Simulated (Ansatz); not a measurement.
W (bcc (W type), space group No. 229) at seven volumes, the program Ansatz at the PBE level (PAW), scaled uniformly. One row is withheld.

| V (Å³/atom) | P (GPa) |
|---|---|
| 14.683 | 35.08 |
| 15.167 | 21.58 |
| 15.651 | 9.94 |
| 16.135 | 0.00 |
| 16.619 | -8.46 |
| 17.103 | -15.64 |
| 17.587 | ? |

**Question.** Fit the shown pressures and predict the withheld one.

**Answer.** P = (3/2)B₀(x^(7/2) − x^(5/2))[1 + (3/4)(B′ − 4)(x − 1)] with x = (V₀/V)^(2/3). Least squares on the six rows gives V₀ = 16.137 Å³/atom, B₀ = 305 GPa, B′ = 4.21. At V = 17.587, x = 0.9443 and P = -21.90 GPa. The run itself gave -21.74 GPa.

Space group Im-3m (bcc (W type)). The cell was relaxed with PBE under the symmetry of its start. No spin polarisation was allowed. Scalar-relativistic: spin–orbit coupling is off unless named, which matters more the heavier the elements.

Potentials: the earlier of the program's two PAW sets.
